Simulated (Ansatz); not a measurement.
Independent-particle absorption of C (P6_3/mmc, a = 2.514 Å, b = 2.514 Å, c = 16.503 Å, α = 90.00°, β = 90.00°, γ = 120.00°), no local fields or excitons, 0.1 eV broadening. Level of theory: DFT r2SCAN, scalar-relativistic, plane waves, PAW (Ansatz 0.2.0).

Settings: cutoff 500 eV, Γ-centred mesh 12×12×2 on the computed 16-atom cell, Gaussian smearing of 0.02 eV; no spin polarisation. The spectrum is summed on a 18×18×3 mesh.

```
CELL_PARAMETERS angstrom
2.51364 0.00000 0.00000
-1.25682 2.17687 0.00000
0.00000 0.00000 16.50265
ATOMIC_POSITIONS crystal
C 0.00000 0.00000 0.04670
C 0.00000 0.00000 0.54670
C 0.00000 0.00000 0.45330
C 0.00000 0.00000 0.95330
C 0.33333 0.66667 0.07787
C 0.66667 0.33333 0.57787
C 0.33333 0.66667 0.42213
C 0.66667 0.33333 0.92213
C 0.33333 0.66667 0.17120
C 0.66667 0.33333 0.67120
C 0.33333 0.66667 0.32880
C 0.66667 0.33333 0.82880
C 0.33333 0.66667 0.79744
C 0.66667 0.33333 0.29744
C 0.33333 0.66667 0.70256
C 0.66667 0.33333 0.20256
```

photon energy (eV), ε2,zz and a bar:
```
      0.0       0.00
      0.4       0.00
      0.8       0.00
      1.2       0.00
      1.6       0.00
      2.0       0.00
      2.4       0.00
      2.8       0.00
      3.2       0.00
      3.6       0.00
      4.0       0.00
      4.4       0.00
      4.8       0.00
      5.2       0.00
      5.6       0.01
      6.0       0.86 #
      6.4       2.12 ###
      6.8       2.52 ####
      7.2       2.95 #####
      7.6       3.77 ######
      8.0       4.37 #######
      8.4       4.00 ######
      8.8       4.54 #######
      9.2       4.97 ########
      9.6       5.60 #########
     10.0       6.89 ###########
     10.4       8.74 ##############
     10.8       9.80 ################
     11.2      11.14 ##################
     11.6      15.35 #########################
     12.0      18.52 ##############################
     12.4      14.23 #######################
     12.8      10.38 #################
     13.2       9.93 ################
     13.6       8.55 ##############
     14.0       7.51 ############
```

The strongest peak lies near 11.8 eV. ε∞ (xx, yy, zz) = 5.7, 5.7, 5.8.

Cost: 1 run of about 12 core-minutes, on Arm Neoverse V1 (shared hosts).